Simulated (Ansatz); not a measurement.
**Calculated field gradients at the nuclei for SiNi2**

The cell is a structure deposited in the COD, ions relaxed with PBE at fixed cell.

```cif
data_SiNi2
_symmetry_space_group_name_H-M 'Pnma'
_symmetry_Int_Tables_number 62
_cell_length_a 4.9900
_cell_length_b 3.7200
_cell_length_c 7.0600
_cell_angle_alpha 90.000
_cell_angle_beta 90.000
_cell_angle_gamma 90.000
loop_
_atom_site_label
_atom_site_type_symbol
_atom_site_symmetry_multiplicity
_atom_site_Wyckoff_symbol
_atom_site_fract_x
_atom_site_fract_y
_atom_site_fract_z
Si Si 4 c 0.2888 0.2500 0.3858
Ni5 Ni 4 c 0.9588 0.2500 0.7948
Ni9 Ni 4 c 0.3298 0.2500 0.0603
```

One atom of each set is listed.

Level of theory: DFT, PBEsol, plane waves and PAW, scalar-relativistic, collinear spin, 420 eV cutoff, Γ-centred 9×12×6 k-points, Fermi–Dirac smearing 0.05 eV (Ansatz 0.2.0). Start moments as typed (μB): 1.5 on each Ni, none on the rest.

V_zz is the principal component of the electric field gradient with the largest magnitude, η = (V_xx − V_yy)/V_zz and C_Q = eQV_zz/h.

61Ni: I = 3/2, Q = 162.0 mb. Quadrupole moments are those of Pyykkö's year-2017 table.

| site | atoms | first shell | V_xx, V_yy, V_zz (10²¹ V/m²) | η | C_Q (MHz) |
| --- | --- | --- | --- | --- | --- |
| Si | 4 | 10 Ni at 2.31–2.73 Å | -1.13, -1.87, 3.00 | 0.25 | – |
| Ni5 | 4 | 5 Si at 2.34–2.57 Å, 8 Ni at 2.56–2.70 Å | 0.10, 1.84, -1.95 | 0.89 | -7.63 |
| Ni9 | 4 | 5 Si at 2.31–2.73 Å, 8 Ni at 2.56–2.70 Å | -0.27, -0.74, 1.01 | 0.47 | 3.96 |

Si has no stable isotope with a ground-state quadrupole moment in the table, so no C_Q is given.

At this cell the PBEsol pressure is -6 GPa, so with PBEsol the cell would shrink if it were relaxed. The run finds no gap above 0.1 eV (a metal, or nearly one), so the gradients can move by 10 % or more with the k-mesh. The start moments die out, and the run ends without spin.

Hardware: 4 threads of Arm Neoverse V2 (aarch64; 8 cores open to the job, memory cap 8.0 GiB, no GPU), a shared host with a load of 0.7 a core. Wall time 2.2 min, CPU time 8.6 min, peak memory 2.5 GiB.
